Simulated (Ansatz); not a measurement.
Data:

Starting cell, C (diamond):

```
CELL_PARAMETERS angstrom
      0.00000     3.56028     3.56028
      1.78014     0.00000     1.78014
      1.78014     1.78014     0.00000
ATOMIC_POSITIONS crystal
  C  0.25000 0.50000 0.50000
  C  0.75000 0.50000 0.50000
  C  0.37500 0.75000 0.75000
  C  0.87500 0.75000 0.75000
```

Scan: atom 3 (C, nearest neighbour C at 1.542 Å; its periodic images, 2.5 Å or more away, move with it) is displaced along Cartesian [110], direction (0.707, 0.707, 0.000) in Cartesian axes, by s. The other atoms stay.

The numbers are results of r2SCAN (plane waves to 500 eV, PAW, scalar-relativistic; Ansatz, a program for electronic structure), not measurements. k mesh 13×13×13 (Γ-centred), Fermi-Dirac smearing 0.05 eV. E stands for the smeared free energy. C was relaxed with its symmetry unable to fall. ΔE is measured from the undisplaced structure.

The scan covers s from -0.150 to 0.150 Å in 11 points.

Task: Is this a single well or a double well?

Result: A single well with its minimum at or next to zero displacement.

Task: Is the energy the same for equal positive and negative displacements?

Result: Even: the same for both signs. With its periodic images moving along, the atom's site symmetry in this cell is 3m.

Task: What is the force constant k = d²E/ds² of this move at s = 0?

Result: 39.3 eV/Å².

(For displaced atoms, the force is minus the slope of the energy, and its curvature is a force constant, which sets phonon frequencies.)
